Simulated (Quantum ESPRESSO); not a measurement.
BP is modelled in the cubic space group F-43m (No. 216), the zinc blende structure, Pearson symbol cF8. Cell: a = b = c = 4.521 Å, α = β = γ = 90.00°. B on 4a sees 4 P at 1.958 Å (tetrahedral). P on 4c sees 4 B at 1.958 Å (tetrahedral). (Neighbours: up to the widest gap in distance over summed covalent radii, below 1.35, at either atom.)
(The calculation used a cell of 2 atoms; values per cell refer to that cell.)

Cell and atoms were relaxed with PBEsol from Materials Project entry mp-1479, within its symmetry.

Q: What does PBEsol (Quantum ESPRESSO, PseudoDojo norm-conserving, 76 Ry, without SOC) give for the electronic structure near the Fermi level?

A: The PBEsol gap is indirect, 1.12 eV, from Γ to 85 % of the way from Γ to X; the smallest direct gap is 3.38 eV.
